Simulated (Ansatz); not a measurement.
GaSb:
```
GaSb
1.0
    3.57785     0.00000     0.00000
    0.00000     3.57785     0.00000
    0.00000     0.00000     3.57785
Ga Sb
1 1
Direct
  0.00000   0.00000   0.00000
  0.50000   0.50000   0.50000
```

Relaxed with r²SCAN. Special points in fractions of this cell's reciprocal vectors: Γ (0.000, 0.000, 0.000); X (0.000, 0.500, 0.000); M (0.500, 0.500, 0.000); R (0.500, 0.500, 0.500).

**Question.** List the band energies nearest the Fermi level at these points for DFT-r²SCAN in the program Ansatz with PAW potentials.

**Answer.** In eV from the Fermi level; about four levels below and three above (degenerate sets whole), none deeper than 8.9 eV; … stands for higher levels left out; points with the same levels are listed once.

```
k                                below                above
-  -----------------------------------  -------------------
Γ              -1.86 -0.69 -0.69 -0.69          4.45 4.45 …
X                                -8.38       1.74 1.74 2.65
M              -8.77 -5.26 -5.18 -5.18  2.97 5.41 6.66 6.66
R  -2.63 -2.63 -2.63 -0.69 -0.69 -0.69                    …
```

Space group Pm-3m (CsCl type). A made-up cell: these elements were put on the sites of a structure type; neither database checked (COD, Materials Project) lists it. It is not the phase usual at ambient conditions (space group No. 216). The r²SCAN relaxation kept the symmetry of its start; whether a distortion lowers the energy is not shown. Scalar-relativistic: spin–orbit coupling is off unless named, which matters more the heavier the elements.

Potentials: the later of the program's two PAW sets.
